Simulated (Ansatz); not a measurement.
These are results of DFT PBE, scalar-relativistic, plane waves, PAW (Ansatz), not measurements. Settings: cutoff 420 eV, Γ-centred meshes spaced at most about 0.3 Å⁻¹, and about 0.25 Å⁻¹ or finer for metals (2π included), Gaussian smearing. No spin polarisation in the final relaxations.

Temperature and zero-point effects are left out.

Two forms of CdBiO4 were relaxed alike.

A.

```
CELL_PARAMETERS angstrom
3.49931 -3.77810 0.00000
3.49931 3.77810 0.00000
0.00000 0.00000 3.34569
ATOMIC_POSITIONS crystal
Cd 0.00000 0.00000 0.00000
Bi 0.50000 0.50000 0.50000
O 0.19541 0.19541 0.50000
O 0.80459 0.80459 0.50000
O 0.31788 0.68212 0.00000
O 0.68212 0.31788 0.00000
```

B.

```
CELL_PARAMETERS angstrom
3.74760 0.00000 0.00000
-1.87380 3.24552 0.00000
0.00000 0.00000 6.17993
ATOMIC_POSITIONS crystal
Cd 0.00000 0.00000 0.00000
Bi 0.00000 0.00000 0.50000
O 0.33333 0.66667 0.74840
O 0.33333 0.66667 0.25160
O 0.66667 0.33333 0.74840
O 0.66667 0.33333 0.25160
```

Question: Which is lower in energy, and by how much?

Answer: A is lower, by 0.73 eV/atom. A has Cd and Bi ordered on rutile sites, space group Cmmm (No. 65), 14.7 Å³/atom and no gap on its mesh; B has space group P6/mmm (No. 191), 12.5 Å³/atom and no gap. Counting O atoms around Bi and Cd (those within 1.25 times the shortest such distance or 1.15 times the sum of covalent radii; a plus sign parts nearer from farther groups; the shortest distance is added where it is long for a bond), A has Cd 4+2, Bi 6 and B has Cd 12 from 2.7 Å, Bi 12 from 2.7 Å. The lower one is the more open, so pressure narrows the difference. Both come from invented guesses.

These runs have no spin–orbit coupling, which can matter for Bi. In Cmmm, P6/mmm an odd number of electrons in the primitive cell allows no gap without spin; a larger cell or a magnetic state could open one. A magnetic state wasn't ruled out in cells without spin, among them Cmmm. Cells relaxed within their symmetry can be saddle points.
